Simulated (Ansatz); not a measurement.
**HgPt: checking dH/dP = V**

Computed with DFT PBEsol, scalar-relativistic, plane waves, PAW (Ansatz). Run with 420 eV cutoff, 14×14×12 k-mesh, Gaussian smearing of 0.10 eV, no spin polarisation.

Starting point, cell and atoms relaxed:

```yaml
crystal:
  lattice:
    - [2.97710, 0.00000, 0.00000]
    - [0.00000, 2.97710, 0.00000]
    - [0.00000, 0.00000, 3.87180]
  atoms:
    - { symbol: Hg, position: [0.00000, 0.00000, 0.00000] }
    - { symbol: Pt, position: [0.50000, 0.50000, 0.50000] }
```

Cell and atoms were relaxed at each target pressure within the start's symmetry (P4/mmm), at zero temperature; other phases can be more stable under pressure. H = E + PV with P the target; E is the free energy at the smearing used, whose derivative the pressure is, per atom and counted from zero pressure. The mesh named is that at zero pressure; some other pressures ran on another.

Spin–orbit coupling is left out, which can shift energies with elements as heavy as these.

```csv
P (GPa),V (Å³/atom),E − E0 (meV),H − H0 (meV)
0,17.158,0.0,0.0
3,16.884,2.5,318.7
8,16.482,16.1,839.1
15,16.008,49.8,1548.5
30,15.211,159.7,3007.9
60,14.105,463.1,5745.1
```

Problem. Thermodynamics gives dH/dP = V along a relaxed path. Integrate V over P by the trapezoid rule and compare with the computed enthalpies.

Solution. With 1 eV/Å³ = 160.22 GPa, each step adds the mean volume times ΔP / 160.22:
```
P (GPa)  ∫V dP (meV) H − H0 (meV) difference (meV)
      3        318.7         318.7               0.1
      8        839.3         839.1               0.2
     15       1549.1        1548.5               0.6
     30       3010.5        3007.9               2.6
     60       5755.2        5745.1              10.1
```

V(P) curves upward, so the trapezoid rule runs high; integrating a smooth curve through the same points puts that excess at about 9.6 meV at 60 GPa, against the 10.1 meV found.

Problem. At 60 GPa, how much of the enthalpy change is stored energy and how much is the PV term?

Solution. E rises by 463 meV/atom and PV is 60 × 14.105 / 160.22 = 5282 meV/atom, so PV makes 92 % of ΔH. So between rival structures at high pressure a small difference in volume can outweigh the difference in energy: 1 % of this volume is worth 52.8 meV/atom at this pressure.

Problem. What bulk modulus do the lowest pressures give?

Solution. From the pressures that the runs reached, -3.00 GPa (17.465 Å³) and 3.00 GPa (16.884 Å³), B = −ΔP/Δln V = 6.00 / 0.0339 = 177 GPa, a mean over that range.